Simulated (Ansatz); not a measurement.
SiO₂ in space group P3_221 (No. 154; Si on 3a, O on 6c), PBE in the plane-wave PAW code Ansatz. The conduction-band minimum lies at Γ, with 1 equivalent valley. Second derivatives d²E/dk² of the lowest band at one valley (eV·Å²), along Cartesian directions:

| direction | d²E/dk² |
|---|---|
| [100] | 14.96 |
| [010] | 14.96 |
| [001] | 15.38 |
| [110] | 14.96 |
| [101] | 15.17 |
| [011] | 15.17 |

Find the principal effective masses, the density-of-states mass and the conductivity mass.

Off-diagonal terms follow from H_xy = H[110] − (H_xx + H_yy)/2, and m*/mₑ = 7.620 eV·Å² over each eigenvalue: 0.50, 0.51, 0.51. One valley's DOS mass (m₁m₂m₃)^(1/3) = 0.50, conductivity mass 3/(Σ 1/mᵢ) = 0.50 mₑ.

What effective density of states Nc follows at 300 K for parabolic valleys?

Nc = 2.509e19 × 1 × (0.50)^(3/2) ≈ 8.9e18 cm⁻³.

The cell was relaxed with PBE under the symmetry of its start.

Potentials: the earlier of the program's two PAW sets.

Edges and masses are those of Kohn–Sham bands, whose gap is no quasiparticle gap.
